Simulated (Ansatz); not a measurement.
# Ansatz run, BSbH$_{6}$

input.yaml (Ansatz 0.2.0)

```yaml
crystal:
  lattice:
    - [6.060948, -0.073964, -0.594247]
    - [0.329053, 7.288424, -0.029725]
    - [-1.164353, 0.403902, 4.36146]
  atoms:
    - { symbol: Sb, position: [0.489161, 0.971276, 0.604615] }
    - { symbol: Sb, position: [0.811389, 0.362518, 0.567397] }
    - { symbol: H, position: [0.956708, 0.004162, 0.932888] }
    - { symbol: H, position: [0.179941, 0.166064, 0.113755] }
    - { symbol: H, position: [0.139516, 0.092008, 0.754666] }
    - { symbol: H, position: [0.411453, 0.805676, 0.089389] }
    - { symbol: H, position: [0.870941, 0.175847, 0.114864] }
    - { symbol: H, position: [0.32253, 0.322412, 0.524148] }
    - { symbol: B, position: [0.175626, 0.591748, 0.028224] }
    - { symbol: B, position: [0.570176, 0.580272, 0.926989] }
    - { symbol: H, position: [0.711801, 0.777886, 0.282339] }
    - { symbol: H, position: [0.882752, 0.781727, 0.975156] }
    - { symbol: H, position: [0.560489, 0.278392, 0.966531] }
    - { symbol: H, position: [0.049581, 0.353257, 0.190729] }
    - { symbol: H, position: [0.018509, 0.987915, 0.369638] }
    - { symbol: H, position: [0.715813, 0.012159, 0.211148] }
kpoints:
  mp_grid: { grid: [3, 3, 4], shift: [0.5, 0.0, 0.0] }
magnetization:
  spin_polarized: false
scf:
  occupations: { method: fermi_dirac }
  lower_state_search: "off"
  max_iter: 200
hamiltonian:
  pseudopotentials: { kind: paw }
  xc: mr2scan
basis:
  ecutwfc: 500
  fft_grid_basis: typed
output:
  forces: true
  stress: true
  eigenvalues: true
  bader: true
  populations: true
  elf: true
  write_potential: true
  volumetric_format: npy
  dos:
    e_range: [-12, 8]
    de: 0.05
    projected: { site_lists: { B: [B], H: [H], Sb: [Sb] } }
checkpoint:
  read: saved_state
```

The saved state is an earlier solution for the same cell, perhaps on another mesh. 

Parts of the output:

```
Pseudopotentials: kind: paw
Pseudopotential: Sb, paw, valence charge 15, recommended cutoff 500 eV (meta_gga), Sb.paw.azcp
Pseudopotential: H, paw, valence charge 1, recommended cutoff 500 eV (meta_gga), H.paw.azcp
Pseudopotential: B, paw, valence charge 3, recommended cutoff 500 eV (meta_gga), B.paw.azcp
Functional definition: m-r2SCAN
  exchange = m_r2scan_x
  correlation = m_r2scan_c
Crystal: 16 atoms, lattice volume = 187.721 Å³
Basis set: ecut = 500 eV, 4761 PW (Γ), exchange–correlation on 180×216×144 points (64 copies of the dense FFT grid, shifted against one another)
Bands: 40, of which v1, the nominal top of the filled ones, is band 24 counted from 1 (23 counted from 0)
Symmetry: 1 space group operations
Space group: P1 (ITA 1), of the structure as read, at distance tolerance 5.7e-5 Å
k-points: 19 of 36 (time reversal used)
Initial density: read from a saved state, or passed on in memory by an earlier SCF of this step, an earlier step, the calling program or the single point that the run made first
Functional: x = mr2scan, c = mr2scan; τ floored in thin density (d = 2e-4 eV/Å³)
SCF iter   1: F=-13476.2884 eV  Δρ=3.91e-4  dr2=3.68e-4  dr2_τ=1.18e-4
SCF iter   2: F=-13476.2885 eV  Δρ=2.06e-4  dr2=1.11e-4  dr2_τ=5.33e-6
SCF iter   3: F=-13476.2886 eV  Δρ=5.30e-5  dr2=1.02e-5  dr2_τ=1.03e-7
SCF iter   4: F=-13476.2886 eV  Δρ=1.63e-5  dr2=1.54e-6  dr2_τ=2.32e-8
SCF iter   5: F=-13476.2886 eV  Δρ=6.45e-6  dr2=2.03e-7  dr2_τ=1.98e-9
SCF iter   6: F=-13476.2886 eV  Δρ=2.36e-6  dr2=3.16e-8  dr2_τ=1.99e-10
Free energy (F): -13476.2886 eV
Harris-Foulkes:  -13476.2886 eV  (|F-HF|=2.49e-9)
Internal energy: -13476.1439 eV  (E = F + TS)
E sigma→0 (E₀):  -13476.2163 eV
Entropy (-TS):   -0.1447 eV (-9.043 meV/atom)
Fermi energy:    2.4631 eV
--- Forces (eV/Å), atoms counted from 1 ---
  atom   1  Sb    -0.5657     0.1942    -0.4467
  atom   2  Sb    -0.1858     0.6304    -0.2590
  atom   3  H     -0.0408    -0.4583     0.1402
  atom   4  H      0.0654    -0.3800    -0.2849
  atom   5  H     -0.3884    -0.1356     0.4343
  atom   6  H     -0.1873    -0.8662     0.1955
  atom   7  H     -0.0600    -0.2269     0.2474
  atom   8  H      0.1429    -0.2443    -0.0837
  atom   9  B     -0.0160     0.4209    -0.2430
  atom  10  B     -0.4269     0.2980     0.8525
  atom  11  H     -0.3210     0.1623    -0.6899
  atom  12  H      0.8786     0.1377    -0.1512
  atom  13  H      0.2226     0.5126    -0.1675
  atom  14  H      0.4148    -0.2933     0.1046
  atom  15  H     -0.0612     0.6590    -0.1059
  atom  16  H      0.5289    -0.4106     0.4573
--- Stress (GPa, compression-positive) ---
      -15.5448       0.0106      -1.0663
        0.0106     -18.4449      -0.2630
       -1.0663      -0.2630     -15.2035
  P = ⅓ Tr σ = -16.3978 GPa (-163.978 kbar)
--- Löwdin populations: 16 sites ---
  site symbol       q [e]
     0     Sb     14.5564
     1     Sb     14.4884
     2      H      0.9908
     3      H      1.0136
     4      H      1.0666
     5      H      0.9882
     6      H      0.9998
     7      H      1.0419
     8      B      3.1544
     9      B      3.3348
    10      H      1.0137
    11      H      1.0250
    12      H      1.0362
    13      H      1.0130
    14      H      1.0281
    15      H      1.0503
  spilling = 0.0041 (of n_electrons = 48.0000)
```

Total energies depend on the potentials used, so only differences within one code and one set of settings carry meaning.

Origin: a disordered cell, so it need not be a known compound. Caveats: the k mesh is coarse if the cell is a metal; atoms or cell far from equilibrium; m-r2SCAN is r2SCAN with a changed spin dependence that lowers moments.
